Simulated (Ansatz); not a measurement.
SiBiO$_{3}$:
Space group P4mm (No. 99); a = 3.3594 Å, b = 3.3594 Å, c = 5.6132 Å, α = 90.00°, β = 90.00°, γ = 90.00°

| atom | site | symmetry | x | y | z |
|---|---|---|---|---|---|
| Si | 1b | 4mm | 0.5000 | 0.5000 | 0.6077 |
| Bi | 1a | 4mm | 0.0000 | 0.0000 | 0.1633 |
| O | 2c | 2mm. | 0.0000 | 0.5000 | 0.5114 |
| O | 1b | 4mm | 0.5000 | 0.5000 | 0.8964 |

Relaxed with r²SCAN.

Tabulate the valence density and the electron localisation function along the shortest Bi–O contact (2.58 Å), the program Ansatz at the r²SCAN level (PAW).



```
distance from Bi (Å)  density (e/Å³)   ELF
--------------------  --------------  ----
0.26                            7.34  0.14
0.39                            6.05  0.14
0.52                            4.63  0.22
0.64                            3.21  0.33
0.77                            1.96  0.40
0.90                            1.05  0.40
1.03                            0.56  0.33
1.16                            0.35  0.21
1.29                            0.28  0.15
1.42                            0.28  0.19
1.55                            0.35  0.37
1.67                            0.54  0.64
1.80                            0.90  0.79
1.93                            1.60  0.84
2.06                            2.89  0.82
2.19                            4.77  0.74
2.32                            6.78  0.56
```

The density is the valence pseudo-density with augmentation charge, so density and ELF within about 1 Å of a nucleus are not all-electron values.

The start of the workflow was typed in or built on a structure type; neither database checked (COD, Materials Project) lists it. Its standing as an ambient phase is unchecked. The r²SCAN relaxation kept the symmetry of its start; whether a distortion lowers the energy is not shown. The volume moved by 20 % from the start of the relaxation. Spin–orbit coupling is left out wherever it is not named.

Potentials: the earlier of the program's two PAW sets. The files were generated under PBE; for other functionals the program regenerates the frozen cores, and for LDA and PBEsol the local potential too.
